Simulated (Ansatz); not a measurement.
SrCd2As2:
```
CELL_PARAMETERS angstrom
      4.43489     0.00000     0.00000
     -2.21744     3.84072     0.00000
      0.00000     0.00000     7.33304
ATOMIC_POSITIONS crystal
  Sr 0.00000 0.00000 0.00000
  Cd 0.33333 0.66667 0.63212
  Cd 0.66667 0.33333 0.36788
  As 0.66667 0.33333 0.75110
  As 0.33333 0.66667 0.24890
```

Relaxed with PBEsol.

Q: Map the electron localisation function on the plane through (0.000, 0.000, 0.000) spanned by u = [0, 0, 1] and v = [1, -1, 0] in lattice vectors, from PBEsol (plane waves, PAW; program Ansatz).

A: x is the fraction of u, y of v (the angle between them is 90°; rows are the nearest grid lines); atoms in the plane: Sr at (0.00, 0.00), Cd at (0.63, 0.33), Cd at (0.37, 0.67), As at (0.75, 0.67), As at (0.25, 0.33).
```
|00699830000000000000000000000003899600|
|67899620000000000000000000000002699876|
|99997410000000000000000001111001379999|
|77631000111111111100011233444421113577|
|00000001121112222111123566677776521000|
|00000011211223322211235666677777763100|
|21000112223455554321246666544567788642|
|31000112234689986431246664212136788763|
|31000112234689986431246664123136788763|
|21001112223456665321246666533467788752|
|10012233221223322111235667777777876521|
|10123455432211111111223456777777765311|
|11356777777765432211111111223455432101|
|12567877777776653211122332212233221001|
|25788776433566664212356665432221110012|
|36788763132146664213468998643221100013|
|36788763121246664213468998643221100013|
|24688776544566664212345555432221100012|
|00136777777666653211222332211211000000|
|00012567777666532111122221112110000000|
|77531112444433211000111111111100013677|
|99997310011110000000000000000001479999|
|67899620000000000000000000000002699876|
|00699830000000000000000000000003899600|
```
Scale: ten equal steps from 0.007 (start of '0') to 0.906 (end of '9'), in the order '0123456789'; x runs from 0.000 to 1.00, y from 0.000 (bottom) to 1.00 (top).

The density is the valence pseudo-density with augmentation charge, so density and ELF within about 1 Å of a nucleus are not all-electron values.

Space group P-3m1. The first step of the workflow began from a Materials Project structure, measured or hypothetical; the Crystallography Open Database copy checked does not list it. Whether it is the stable phase at ambient conditions was not checked. The cell was relaxed with PBEsol under the symmetry of its start; whether a distortion lowers the energy is not shown.

Potentials: the later of the program's two PAW sets.
